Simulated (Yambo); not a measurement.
# Optical response of ZrNBr monolayer

```xyz
6
Lattice="3.5876 0.0000 0.0000 0.0000 4.1011 0.0000 0.0000 0.0000 20.9000" Properties=species:S:1:pos:R:3 pbc="T T T"
N      0.0000     0.0000     0.2815
N      1.7938     2.0506    -0.2815
Br     1.7938     2.0506     2.9524
Br     0.0000     0.0000    -2.9524
Zr     0.0000     2.0506     0.8759
Zr     1.7938     0.0000    -0.8759
```

Yambo, RPA with local fields on PBEsol bands; 10×8×1 mesh, 81 bands, 2 Ry local-field block, 0.2 eV broadening; field along y.

```
E (eV)  Im α (Å)  Re α (Å)  Im α, independent particles
------  --------  --------  ---------------------------
0.0         0.00      3.51                         0.00
0.5         0.03      3.55                         0.04
1.0         0.08      3.68                         0.08
1.5         0.15      3.95                         0.16
2.0         0.37      4.47                         0.39
2.5         0.98      5.07                         1.03
3.0         1.75      5.57                         1.88
3.5         6.02      5.55                         6.45
4.0         5.50      2.62                         5.52
4.5         4.55     -0.20                         4.17
5.0         2.35      0.03                         2.19
5.5         2.12      0.84                         2.04
6.0         1.99      1.09                         2.09
6.5         2.56      1.32                         2.84
7.0         2.77      0.98                         3.27
7.5         2.97      0.73                         3.61
8.0         3.12     -0.28                         3.64
8.5         2.36     -0.41                         2.88
9.0         2.11     -0.21                         2.77
9.5         2.09      0.04                         2.82
10.0        2.10     -0.40                         2.81
10.5        2.06     -0.57                         2.82
11.0        1.72     -0.85                         2.46
11.5        1.43     -0.88                         2.05
12.0        1.13     -0.96                         1.60
12.5        0.98     -0.69                         1.50
13.0        0.93     -0.59                         1.38
13.5        0.77     -0.59                         1.21
14.0        0.65     -0.47                         1.09
14.5        0.64     -0.26                         1.23
15.0        0.80     -0.14                         1.28
15.5        0.93     -0.22                         1.08
16.0        0.92     -0.27                         1.01
16.5        0.84     -0.43                         0.72
17.0        0.75     -0.39                         0.83
17.5        0.68     -0.35                         0.78
18.0        0.71     -0.31                         0.77
18.5        0.72     -0.35                         0.65
19.0        0.65     -0.36                         0.62
19.5        0.64     -0.33                         0.49
20.0        0.67     -0.38                         0.45
```

α is the in-plane polarisability per area of the layer, a length; absorbance is 4πω Im α/c. Peak heights and small wiggles depend on the k mesh. Convergence of the RPA response with its 10×8×1 mesh was not tested. No excitonic effects at this level.

Spin-orbit coupling is not included.

Geometry relaxed with PBEsol.

This is a model layer cut from the bulk structure; whether it is stable on its own was not checked.
